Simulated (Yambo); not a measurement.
```xyz
6
Lattice="-2.2238 2.3886 3.5022 2.2238 -2.3886 3.5022 2.2238 2.3886 -3.5022" Properties=species:S:1:pos:R:3 pbc="T T T"
N      0.0000     0.0000     0.0000
N      0.9603     0.0000     3.5022
O      2.7039    -0.6073     1.7511
O      0.4802     2.9958     1.7511
P      1.5921     1.1943     4.2785
P      1.5921    -1.1943     2.7259
```

Workflow: LDA (Quantum ESPRESSO, PseudoDojo norm-conserving, 84 Ry, no spin-orbit coupling), then G0W0 in Yambo (4×4×4 Γ-centred k mesh, 109 bands and a 7 Ry block in the screening, 109 bands in G with the Bruneval-Gonze terminator, plasmon pole fitted at 27.2 eV).

**Question.** Give the LDA and G0W0 gaps between the band edges found on this mesh, and say where the edges lie.

**Answer.** Edges: (-0.5, -0.5, -0.5) → Γ. LDA: 5.11 eV; G0W0: 7.39 eV. Convergence of the G0W0 settings was not tested. 

Geometry of the Materials Project entry, not relaxed at this level.

The structure is a Materials Project entry; no match was found in the copy of COD used, and its stability was not checked.
